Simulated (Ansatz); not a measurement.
SiCO₄:
```yaml
crystal:
  lattice:
    - [-2.17791, 2.17791, 3.27548]
    - [2.17791, -2.17791, 3.27548]
    - [2.17791, 2.17791, -3.27548]
  atoms:
    - { symbol: Si, position: [0.00000, 0.00000, 0.00000] }
    - { symbol: C, position: [0.75000, 0.25000, 0.50000] }
    - { symbol: O, position: [0.41284, 0.27685, 0.42637] }
    - { symbol: O, position: [0.85048, 0.98647, 0.57363] }
    - { symbol: O, position: [0.72315, 0.14952, 0.13599] }
    - { symbol: O, position: [0.01353, 0.58716, 0.86401] }
```

Relaxed with r²SCAN.

### Question
Give the Bader charges and basin volumes of the independent atoms, the program Ansatz at the r²SCAN level (PAW).

### Answer


```csv
atom,Bader charge (e),Bader volume (Å³)
Si1,+3.34,2.8
C2,+2.30,2.1
O3,-1.41,14.3
```

Space group I-4. The start of the workflow was typed in or built on a structure type; neither database checked (COD, Materials Project) lists it. Its standing as an ambient phase is unchecked. Symmetry was held in the r²SCAN relaxation; its stability against distortions is not shown here.

Potentials: the earlier of the program's two PAW sets.
